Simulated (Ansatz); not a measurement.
FeCo in space group Fd-3m (No. 227; Fe on 8b, Co on 8a) under volume change, DFT-PBE in the program Ansatz with PAW potentials, scaled uniformly.

| V (Å³/atom) | E − E(relaxed) (meV/atom) | P (GPa) |
|---|---|---|
| 10.416 | [?] | [?] |
| 10.759 | 27.9 | 13.74 |
| 11.102 | [?] | [?] |
| 11.446 | 0.0 | 0.00 |
| 11.789 | 6.0 | -5.42 |
| 12.133 | 22.5 | -9.82 |
| 12.476 | 47.5 | -13.45 |

### Question
What belongs in the gaps?

### Answer

- 11.102, E − E(relaxed) (meV/atom): 6.6
- 11.102, P (GPa): 6.34
- 10.416, E − E(relaxed) (meV/atom): 66.5
- 10.416, P (GPa): 22.52

### Question
What does a third-order Birch–Murnaghan fit give for V₀, B₀ and B′?

### Answer
V₀ = 11.45 Å³/atom, B₀ = 192 GPa, B′ = 4.7.

The cell is a constructed one: a structure type filled with these elements; neither database checked (COD, Materials Project) lists it. It is not the phase usual at ambient conditions (space group No. 221). Symmetry was held in the PBE relaxation; whether a distortion lowers the energy is not shown. Spin order of the final state: ferromagnetic, chosen from 3 collinear starts compared on coarse meshes (ties went to the first, and starts can fall back to one state), not a proven ground state.

Potentials: the earlier of the program's two PAW sets.
